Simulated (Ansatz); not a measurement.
Trial structure of Al₂GaAs₃, not yet relaxed:

```cif
data_structure
_symmetry_space_group_name_H-M 'P 1'
_symmetry_Int_Tables_number 1
_cell_length_a 8.6170
_cell_length_b 8.6170
_cell_length_c 8.6170
_cell_angle_alpha 154.158
_cell_angle_beta 154.158
_cell_angle_gamma 36.870
_cell_volume 121.40
loop_
_atom_site_label
_atom_site_type_symbol
_atom_site_fract_x
_atom_site_fract_y
_atom_site_fract_z
_atom_site_occupancy
Al1 Al 0.83333 0.83333 0.00000 1
Al2 Al 0.16667 0.16667 0.00000 1
Ga1 Ga 0.50000 0.50000 0.00000 1
As1 As 0.58333 0.08333 0.50000 1
As2 As 0.25000 0.75000 0.50000 1
As3 As 0.91667 0.41667 0.50000 1
```

Method: Ansatz, DFT PBE, scalar-relativistic, plane waves, PAW. Cutoff 420 eV; k points 6×6×6 on the computed 6-atom cell (Γ-centred); Gaussian smearing, width 0.10 eV; no spin polarisation.

The zero of energy is the elements' standard structures at the same level; no fitted shifts are applied.

Task: How far from equilibrium is it?

Result: The pressure is 13.9 GPa (the mean over three directions, positive in compression), the largest force is 0.10 eV/Å, and the energy is −0.31 eV/atom against the elements. The shortest distance is 2.36 Å.

Task: How much does it gain on relaxing, and where does it end?

Result: Relaxing gains about 0.13 eV/atom in 8 ionic steps and ends at −0.440 eV/atom on the finer mesh. The symmetry stays I-4m2 (No. 119). The volume per atom grows by 16.5 %, from 20.2 to 23.6 Å³. The shortest distance goes from 2.36 Å (Al–As and Ga–As) to 2.48 Å (Al–As). Conventional cell: a = 4.056 Å, c = 17.196 Å. Al has 4 As at 2.48 Å; Ga has 4 As at 2.49 Å; around As on a site of symmetry 2mm lie 2 Al at 2.48 Å and 2 Ga at 2.49 Å; 1 more site not described.

The last run used a 10×10×10 mesh for its 6-atom cell and Gaussian smearing of 0.02 eV. The reference form of As is held partly by dispersion forces, which this level lacks. The relaxation can't lower the symmetry of the start. A structure relaxed within its symmetry needn't be a true minimum.
